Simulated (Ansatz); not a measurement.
With plane-wave PAW PBEsol (Ansatz code), Br in the molecular I2 type structure (Cmce) relaxes to a = 7.198 Å, b = 4.020 Å, c = 8.532 Å.

The Kohn–Sham gap is 1.19 eV (indirect).

The PBEsol relaxation kept the symmetry of its start. The substance is a gas or liquid at ambient conditions; this is its low-temperature solid. A crystal of weakly bound units computed without a dispersion correction: the cell and the soft elastic constants depend strongly on that. Scalar-relativistic: spin–orbit coupling is off unless named, which matters more the heavier the elements.

Potentials: the earlier of the program's two PAW sets. The files were generated under PBE; for other functionals the program regenerates the frozen cores, and for LDA and PBEsol the local potential too.
